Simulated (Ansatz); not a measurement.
HfPt₃ (Cu3Au type, space group No. 221) at seven volumes, DFT-r²SCAN in the program Ansatz with PAW potentials, scaled uniformly. One row is withheld.

```
V (Å³/atom)  P (GPa)
-----------  -------
14.637         29.77
15.119         18.05
15.602          8.23
16.084          0.00
16.567             ?
17.049        -12.65
17.532        -17.46
```

Problem. Fit the shown pressures and predict the withheld one.

Solution. Third-order Birch–Murnaghan: P = (3/2)B₀(x^(7/2) − x^(5/2))[1 + (3/4)(B′ − 4)(x − 1)] with x = (V₀/V)^(2/3). Least squares on the six rows gives V₀ = 16.085 Å³/atom, B₀ = 250.3 GPa, B′ = 4.91. At V = 16.567, x = 0.9805 and P = -6.87 GPa. The run itself gave -6.89 GPa.

Space group Pm-3m (Cu3Au type). The first step of the workflow began from a Materials Project structure, measured or hypothetical; the Crystallography Open Database copy checked does not list it. COD files the formula under space group No. 194. Its standing as an ambient phase is unchecked. The cell was relaxed with r²SCAN under the symmetry of its start; whether a distortion lowers the energy is not shown. The run is not spin-polarised. Scalar-relativistic: spin–orbit coupling is off unless named, which matters more the heavier the elements.

Potentials: the later of the program's two PAW sets.
